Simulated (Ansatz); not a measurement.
## Computed energy against volume: LaF3 (space group P6_3/mmc)

LaF$_{3}$ (space group P6_3/mmc)

```yaml
crystal:
  lattice:
    - [4.15905, 0.00000, 0.00000]
    - [-2.07952, 3.60184, 0.00000]
    - [0.00000, 0.00000, 7.34099]
  atoms:
    - { symbol: La, position: [0.66667, 0.33333, 0.75000] }
    - { symbol: La, position: [0.33333, 0.66667, 0.25000] }
    - { symbol: F, position: [0.33333, 0.66667, 0.91996] }
    - { symbol: F, position: [0.66667, 0.33333, 0.08004] }
    - { symbol: F, position: [0.66667, 0.33333, 0.41996] }
    - { symbol: F, position: [0.33333, 0.66667, 0.58004] }
    - { symbol: F, position: [0.00000, 0.00000, 0.25000] }
    - { symbol: F, position: [0.00000, 0.00000, 0.75000] }
```

E(V) scan at fixed shape, V₀ the volume above. The atoms relax within the cell's symmetry.

Method: r2SCAN (plane waves to 500 eV, PAW, scalar-relativistic; Ansatz, an electronic-structure program). k mesh 9×9×5 (Γ-centred), Fermi-Dirac smearing 0.05 eV. The energy includes the smearing's −TS. Stress and pressure are positive under compression. With the shape held, the modulus is that of even scaling; a crystal free to change shape is softer. LaF3 is run without spin polarisation. LaF3 was relaxed with its symmetry unable to fall. This is one of several known forms of LaF3; the measured ambient cells at hand have space group No. 165. ΔE is measured from the relaxed starting cell.

```csv
V (Å³/cell),ΔE (kJ/mol of atoms),P (GPa)
92.37,17.86,31.7
95.89,10.67,22.9
99.41,5.61,15.5
102.93,2.34,9.4
106.45,0.55,4.3
109.97,0.00,0.0
113.49,0.49,-3.6
117.01,1.83,-6.5
120.53,3.90,-9.0
124.05,6.56,-11.0
127.56,9.71,-12.7
```

What the scan shows:

```
Quantity                                                                       Result
---------------------------------------------------------------------  --------------
Pressure at the smallest volume                                              31.7 GPa
Energy cost of the largest compression                                 185.1 meV/atom
Energy cost of the largest expansion                                   100.6 meV/atom
Bulk modulus at fixed cell shape B₀ (third-order Birch-Murnaghan fit)         121 GPa
Pressure derivative B₀′ (fit)                                                     4.6
Equilibrium volume of the fit                                           13.75 Å³/atom
Pressure for 5 % compression (fit)                                            7.0 GPa
```

(A scan under strain: stresses follow from slopes of the energy per volume, elastic moduli from its curvatures.)
